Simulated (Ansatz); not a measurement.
# Is this Bi3O structure a true minimum?

The cell was found from a proposed guess, not taken from experiment.

Level of theory: DFT PBE, scalar-relativistic, plane waves, PAW (Ansatz). Cutoff 420 eV; k points 8×8×4 on the computed 8-atom cell (Γ-centred); Gaussian smearing, width 0.10 eV; no spin polarisation.

The cell below (8 atoms, space group P4/nmm (No. 129)) is relaxed within its symmetry.

```
Bi O
1.0
     4.02698    0.00000    0.00000
     0.00000    4.02698    0.00000
     0.00000    0.00000   12.88802
Bi O
6 2
Direct
  0.50000 0.00000 0.90241
  0.00000 0.50000 0.09759
  0.50000 0.00000 0.60229
  0.00000 0.50000 0.72359
  0.00000 0.50000 0.39771
  0.50000 0.00000 0.27641
  0.50000 0.50000 0.00000
  0.00000 0.00000 0.00000
```

For the test it was strained at random (σ = 1.5 % a component), the atoms were moved at random (σ = 0.10 Å), and all was relaxed again on a coarse 6×6×2 mesh (in the run’s order of axes) with 0.20 eV smearing, with no symmetry imposed.

Spin–orbit coupling, which can matter for Bi, is left out.

Question: Is the structure stable against such a distortion?

Answer: It returns, within 2 meV/atom of the unmoved cell on that mesh and with the same symmetry when read at 0.1 Å (C2/m at 0.01 Å, so small strains and shifts remain). So it is stable against the distortions that fit this cell and that this random move excites. Modes that don't fit the cell aren't tested.
